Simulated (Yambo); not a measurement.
A G0W0@PBEsol run in Yambo for CsCaBr3 (cubic perovskite, space group Pm-3m, No. 221) (2×2×2 Γ-centred k mesh, 330 bands and a 8 Ry block in the screening, 330 bands in G with the Bruneval-Gonze terminator, plasmon pole fitted at 27.2 eV) gives these matrix elements, in eV, at the band edges (R → Γ):

| state | E0 | <Vxc> | <Σx> | <Σc(E0)> | Z |
|---|---|---|---|---|---|
| valence edge | 0.000 | -12.807 | -16.514 | 1.776 | 0.815 |
| conduction edge | 4.302 | -7.227 | -3.266 | -3.220 | 0.859 |

Q: Solve the linearised quasiparticle equation for both states, give the gap, and say how exchange and correlation each act on it.

A: E = E0 + Z(Σx + Σc − Vxc). Valence: 0.000 + 0.815 × (-16.514 + (1.776) − (-12.807)) = -1.57 eV. Conduction: 4.302 + 0.859 × (-3.266 + (-3.220) − (-7.227)) = 4.94 eV. The gap is 6.51 eV, against 4.30 eV in PBEsol. Replacing Vxc by bare exchange alone would open it by 7.67 eV; correlation takes back 5.00 eV of that, and Z scales what is left. Nearest settings tried, and what they do to the gap: 206 bands in G: -7 meV; 206 bands in W, 206 bands in G: -47 meV; 7 Ry block (437 vectors against 485): -16 meV. Not varied: mesh. So the settings aren't converged at that level. The k mesh is coarse. Spin-orbit splittings are left out. The cell is held in this high symmetry; tilts and polar distortions were not searched.

Geometry of the Materials Project entry, not relaxed at this level; primitive cell a = 5.7087 Å, b = 5.7087 Å, c = 5.7087 Å, α = 90.00°, β = 90.00°, γ = 90.00°.

The structure is a Materials Project entry; no match was found in the copy of COD used, and its stability was not checked.
